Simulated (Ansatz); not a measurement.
BeS, first-principles data

BeS:
```
BeS
1.0
    3.44991     0.00000     0.00000
   -1.72496     2.98771     0.00000
    0.00000     0.00000     7.83182
Be S
3 3
Direct
  0.00000   0.50000   0.33333
  0.50000   0.50000   0.66667
  0.50000   0.00000   0.00000
  0.00000   0.50000   0.83333
  0.50000   0.50000   0.16667
  0.50000   0.00000   0.50000
```

Space group P6_422 (No. 181); conventional cell a = b = 3.450 Å, c = 7.832 Å, α = β = 90.00°, γ = 120.00°.

Method: r²SCAN (plane waves, PAW; program Ansatz). Structure relaxed to zero pressure with the same functional. Other levels are named where they apply.

### Cell and energy

| Property | Result |
|---|---|
| Volume per atom | 13.45 Å³ |
| Density | 2.53 g/cm³ |
| Formation energy from the elements (no fitted shifts) | -0.88 eV/atom |

### Electronic structure

| Item | Result |
|---|---|
| Band gap | 3.17 eV (indirect) |
| Valence-band maximum | on the Γ–M line, 10 % of the way from Γ |
| Conduction-band minimum | on the M–K line, 9 % of the way from M (6 equivalent valleys) |
| Smallest direct gap on the standard path | 4.52 eV |
| Electron effective mass | 0.28, 0.52, 0.55 mₑ (principal values) |
| HSE06 gap on the r²SCAN cell | 3.59 eV |

### Mechanics

| Property | Result |
|---|---|
| Bulk modulus (Birch–Murnaghan fit) | 104 GPa |
| Pressure derivative B′ | 3.8 |
| Elastic constants (relaxed ions, GPa) | C11 = 203, C12 = 55.0, C13 = 48.6, C33 = 224, C44 = 68.5 |
| Mechanical stability | stable (all eigenvalues of C positive) |
| Hill bulk and shear moduli | 104 and 73.8 GPa |
| Young's modulus | 179 GPa |
| Poisson's ratio | 0.21 |
| Debye temperature from the elastic constants | 747 K |
| Piezoelectric stress constants (proper, relaxed ions, C/m²) | e14 = 0.23, e25 = -0.23 |

### Charges

| Quantity | Value |
|---|---|
| Bader charges | Be +1.68, S -1.68 e |

The start of the workflow was typed in or built on a structure type; neither database checked (COD, Materials Project) lists it. COD files the formula under space group No. 216. Its standing as an ambient phase is unchecked. Symmetry was held in the r²SCAN relaxation; its stability against distortions is not shown here. Signs of piezoelectric constants follow the polarity of the cell as given. The references are the lowest solids computed at this level, not always the standard phases.

Potentials: the earlier of the program's two PAW sets.
